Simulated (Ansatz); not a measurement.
Si3Ge in space group P-4m2 (No. 115; Si on 2g, Si on 1a, Ge on 1c), the program Ansatz at the r²SCAN level (PAW). The conduction-band minimum lies at M, with 1 equivalent valley. Second derivatives d²E/dk² of the lowest band at one valley (eV·Å²), along Cartesian directions:

```
direction  d²E/dk²
---------  -------
[100]        18.34
[010]        18.34
[001]        41.06
[110]        18.24
[101]        29.57
[011]        29.57
```

### Question
Find the principal effective masses, the density-of-states mass and the conductivity mass.

### Answer
Off-diagonal terms follow from H_xy = H[110] − (H_xx + H_yy)/2, and m*/mₑ = 7.620 eV·Å² over each eigenvalue: 0.19, 0.41, 0.42. One valley's DOS mass (m₁m₂m₃)^(1/3) = 0.32, conductivity mass 3/(Σ 1/mᵢ) = 0.29 mₑ.

### Question
What effective density of states Nc follows at 300 K for parabolic valleys?

### Answer
Nc = 2.509e19 × 1 × (0.32)^(3/2) ≈ 4.5e18 cm⁻³.

The start of the workflow was typed in or built on a structure type; neither database checked (COD, Materials Project) lists it. Whether it is the stable phase at ambient conditions was not checked. The r²SCAN relaxation kept the symmetry of its start; whether a distortion lowers the energy is not shown. Scalar-relativistic: spin–orbit coupling is off unless named, which matters more the heavier the elements.

Potentials: the earlier of the program's two PAW sets.

Edges and masses are those of Kohn–Sham bands, whose gap is no quasiparticle gap.
